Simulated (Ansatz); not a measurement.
## YB6: pressure against volume

YB6, Pm-3m, a = 4.075 Å. The structure is a COD entry; whether it is the stable form wasn't checked. Ansatz: PBEsol, PAW, 420 eV, Γ-centred 10×10×10 mesh on 7 atoms, Gaussian smearing 0.10 eV; no spin polarisation. Shape and atoms are relaxed at each volume; pressure is positive in compression.

```
V (Å³/atom) P (GPa)
      8.510        ?
      8.800    19.77
      9.090    12.25
      9.380     5.71
      9.670     0.01
      9.960    -4.96
     10.250    -9.29
     10.637   -14.22
```

Take V0 = 9.670 Å³/atom, count pressures from its P0 = 0.01 GPa, fit the third-order Birch–Murnaghan form to the other rows, and predict the missing pressure.

With the Eulerian strain f = ½[(V0/V)^(2/3) − 1] and y = (P − P0)/[3f(1 + 2f)^(5/2)], the form is the line y = B0 + 1.5 B0 (B0′ − 4) f. Rows (f, y): 0.03243, 173.6; 0.02105, 174.8; 0.01025, 176.2; -0.00975, 178.5; -0.01904, 179.4; -0.03078, 180.6. Means f = 0.0006933, y = 177.18; Σ(Δf)² = 0.003002, ΣΔfΔy = -0.3367; the slope is their ratio. y = 177.3 − 112.1 f GPa, so B0 = 177.3 GPa and B0′ = 4 + 2 × (-112.1)/(3 × 177.3) = 3.58. At V = 8.510, f = 0.04446, y = 172.32 and P = 28.45 GPa. The run gave 28.44 GPa, so the fit is 0.01 GPa too high, within twice the rms miss on the fitted rows (0.006 GPa).